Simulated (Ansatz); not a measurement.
**InSb, first-principles data**

InSb:
```cif
data_In2Sb2
_chemical_formula_sum 'In2 Sb2'
_space_group_name_H-M_alt 'P63/mmc'
_space_group_IT_number 194
_space_group_name_Hall '-P 6c 2c'
_cell_length_a 4.17325
_cell_length_b 4.17325
_cell_length_c 7.34843
_cell_angle_alpha 90.000
_cell_angle_beta 90.000
_cell_angle_gamma 120.000
loop_
_atom_site_label
_atom_site_type_symbol
_atom_site_symmetry_multiplicity
_atom_site_Wyckoff_symbol
_atom_site_fract_x
_atom_site_fract_y
_atom_site_fract_z
_atom_site_occupancy
In1 In 2 a 0.00000 0.00000 0.00000 1
Sb1 Sb 2 c 0.33333 0.66667 0.25000 1
```

Space group P6_3/mmc (No. 194), NiAs type; conventional cell a = b = 4.1733 Å, c = 7.3484 Å, α = β = 90.00°, γ = 120.00°.

Method: PBEsol in the plane-wave PAW code Ansatz. Structure relaxed to zero pressure with the same functional. Other levels are named where they apply.

**Cell and energy**

- Volume per atom: 27.71 Å³
- Density: 7.09 g/cm³
- Formation energy from the elements (no fitted shifts): 0.032 eV/atom

**Electronic structure**

Electronic character: metallic (no gap)
Density of states at the Fermi level: 0.53 states/eV per atom (mean over ±0.08 eV)
Gap with spin–orbit coupling: none (metallic)

**Mechanics**

* **Bulk modulus (Birch–Murnaghan fit)**: 54.2 GPa
* **Pressure derivative B′**: 4.8

**Phonons**

- Highest zone-centre frequency = 114 cm⁻¹
- Zone-centre stability = no imaginary mode at Γ

The start of the workflow was typed in or built on a structure type; neither database checked (COD, Materials Project) lists it. It is not the phase usual at ambient conditions (space group No. 216). The cell was relaxed with PBEsol under the symmetry of its start. As this level gives no gap, phonon frequencies hold no LO–TO term and depend on the k-mesh and smearing (Fermi–Dirac, 0.1 eV here). The references are the lowest solids computed at this level, not always the standard phases. Scalar-relativistic: spin–orbit coupling is off unless named, which matters more the heavier the elements.

Potentials: the later of the program's two PAW sets.
